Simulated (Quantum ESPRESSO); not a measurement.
**Band energies of ZnCl₂**

```
CELL_PARAMETERS angstrom
      3.67858     0.00000     0.00000
      0.00000     3.67858     0.00000
      0.00000     0.00000    10.74748
ATOMIC_POSITIONS crystal
  Cl 0.50000 0.00000 0.12677
  Cl 0.50000 0.00000 0.62677
  Cl 0.00000 0.50000 0.37323
  Cl 0.00000 0.50000 0.87323
  Zn 0.00000 0.00000 0.00000
  Zn 0.50000 0.50000 0.50000
```

PBEsol (pw.x of Quantum ESPRESSO, ONCV potentials, without SOC); path ΓXMΓZRAZ,XR,MA; energies in eV from the valence-band maximum.

```csv
k (1/Å),point,band 30,band 31,band 32,band 33,band 34,band 35,band 36,band 37
0.00,Γ,-0.32,-0.32,-0.17,0.00,0.00,3.67,4.96,5.67
0.64,,-0.95,-0.66,-0.57,-0.23,-0.11,5.12,5.15,7.50
0.85,X,-0.93,-0.60,-0.60,-0.18,-0.18,5.13,5.13,7.97
1.28,,-1.43,-0.89,-0.89,-0.76,-0.76,6.03,6.03,7.10
1.71,M,-1.57,-1.53,-1.53,-1.12,-1.12,6.09,6.09,6.10
1.88,,-1.52,-1.47,-1.27,-1.10,-1.00,6.10,6.10,6.30
2.40,,-0.94,-0.88,-0.61,-0.40,-0.31,5.43,5.71,7.45
2.92,Γ,-0.32,-0.32,-0.17,0.00,0.00,3.67,4.96,5.67
2.92,Z,-0.66,-0.22,-0.22,-0.07,-0.07,4.30,4.30,5.88
3.26,,-0.88,-0.41,-0.22,-0.18,-0.07,4.61,4.98,6.70
3.77,R,-0.93,-0.85,-0.85,-0.18,-0.18,5.19,5.19,7.77
4.28,,-1.36,-1.11,-1.11,-0.84,-0.84,6.06,6.06,6.96
4.62,A,-1.66,-1.48,-1.48,-1.17,-1.17,6.15,6.15,6.63
4.77,,-1.63,-1.35,-1.35,-1.08,-1.08,6.12,6.12,6.71
5.23,,-1.18,-0.76,-0.76,-0.47,-0.47,5.83,5.83,7.70
5.68,,-0.73,-0.26,-0.26,-0.08,-0.08,4.45,4.45,6.08
5.83,Z,-0.66,-0.22,-0.22,-0.07,-0.07,4.30,4.30,5.88
5.83,X,-0.93,-0.60,-0.60,-0.18,-0.18,5.13,5.13,7.97
5.98,,-0.93,-0.69,-0.69,-0.18,-0.18,5.16,5.16,7.86
6.12,R,-0.93,-0.85,-0.85,-0.18,-0.18,5.19,5.19,7.77
6.12,M,-1.57,-1.53,-1.53,-1.12,-1.12,6.09,6.09,6.10
6.42,A,-1.66,-1.48,-1.48,-1.17,-1.17,6.15,6.15,6.63
```

The PBEsol gap is direct, 3.67 eV at Γ.

Geometry relaxed with PBE+D3(BJ).
